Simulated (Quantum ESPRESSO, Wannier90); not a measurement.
# Tight-binding from DFT: SiS2 (I-42d)

```
begin unit_cell_cart
ang
    5.5592300000    0.0000000000    0.0000000000
    0.0000000000    5.5592300000    0.0000000000
   -2.7796150000   -2.7796150000    4.3369800000
end unit_cell_cart
begin atoms_frac
Si   0.2500000000 -0.2500000000  0.5000000000
Si   0.0000000000  0.0000000000  0.0000000000
S    0.1250000000  0.0920100000 -0.2500000000
S    0.3420100000 -0.1250000000  0.2500000000
S   -0.3750000000 -0.3420100000 -0.2500000000
S   -0.0920100000  0.3750000000  0.2500000000
end atoms_frac
```

Cell from Materials Project (mp-7583), symmetrised, no further relaxation. COD (Crystallography Open Database) has the formula in 2 space groups, this one among them (matched by group alone). Level: PBEsol, no spin polarisation, no spin-orbit coupling; pw.x of Quantum ESPRESSO at 42 Ry with PseudoDojo potentials, 8×8×8 k-points, Wannier90. Density: 8×8×8 mesh, cold smearing 0.01 Ry.

A tight-binding model is made by disentanglement and projection with no localisation steps (num_iter = 0), so the 24 orbitals stay atom-like: hydrogen-like Si: s;p; S: s;p, axes along x, y, z; frozen window up to 4.57 eV relative to the valence-band maximum. It follows pw.x to 0.7 meV rms for states up to 4.1 eV relative to the valence-band maximum. Matrix elements depend on this choice of orbitals and windows.

The 20 largest hoppings ⟨m,0|H|n,R⟩ between different sites (one of each Hermitian pair; signs follow the real orbitals' lobes; the list may end inside a set of equal values):

```json
[
 {"m": "S4 s", "n": "Si1 s", "R": "0 0 0", "distance of the centres (Å)": "2.12", "t (eV)": "-2.054"},
 {"m": "S6 s", "n": "Si2 s", "R": "0 0 0", "distance of the centres (Å)": "2.12", "t (eV)": "-2.054"},
 {"m": "Si1 s", "n": "S3 s", "R": "0 0 1", "distance of the centres (Å)": "2.12", "t (eV)": "-2.054"},
 {"m": "S6 s", "n": "Si1 s", "R": "0 1 0", "distance of the centres (Å)": "2.12", "t (eV)": "-2.054"},
 {"m": "S3 s", "n": "Si2 s", "R": "0 0 0", "distance of the centres (Å)": "2.12", "t (eV)": "-2.054"},
 {"m": "Si1 s", "n": "S5 s", "R": "1 0 1", "distance of the centres (Å)": "2.12", "t (eV)": "-2.054"},
 {"m": "S5 s", "n": "Si2 s", "R": "0 0 0", "distance of the centres (Å)": "2.12", "t (eV)": "-2.054"},
 {"m": "S4 s", "n": "Si2 s", "R": "0 0 0", "distance of the centres (Å)": "2.12", "t (eV)": "-2.054"},
 {"m": "S3 s", "n": "Si2 px", "R": "0 0 0", "distance of the centres (Å)": "2.12", "t (eV)": "-1.985"},
 {"m": "S5 s", "n": "Si2 px", "R": "0 0 0", "distance of the centres (Å)": "2.12", "t (eV)": "1.985"},
 {"m": "S4 s", "n": "Si2 py", "R": "0 0 0", "distance of the centres (Å)": "2.12", "t (eV)": "1.985"},
 {"m": "S6 s", "n": "Si1 py", "R": "0 1 0", "distance of the centres (Å)": "2.12", "t (eV)": "1.985"},
 {"m": "S6 s", "n": "Si2 py", "R": "0 0 0", "distance of the centres (Å)": "2.12", "t (eV)": "-1.985"},
 {"m": "S4 s", "n": "Si1 py", "R": "0 0 0", "distance of the centres (Å)": "2.12", "t (eV)": "-1.985"},
 {"m": "Si1 px", "n": "S3 s", "R": "0 0 1", "distance of the centres (Å)": "2.12", "t (eV)": "1.985"},
 {"m": "Si1 px", "n": "S5 s", "R": "1 0 1", "distance of the centres (Å)": "2.12", "t (eV)": "-1.985"},
 {"m": "Si1 s", "n": "S5 px", "R": "1 0 1", "distance of the centres (Å)": "2.11", "t (eV)": "1.962"},
 {"m": "S3 px", "n": "Si2 s", "R": "0 0 0", "distance of the centres (Å)": "2.11", "t (eV)": "1.962"},
 {"m": "S4 py", "n": "Si2 s", "R": "0 0 0", "distance of the centres (Å)": "2.11", "t (eV)": "-1.962"},
 {"m": "S5 px", "n": "Si2 s", "R": "0 0 0", "distance of the centres (Å)": "2.11", "t (eV)": "-1.962"}
]
```
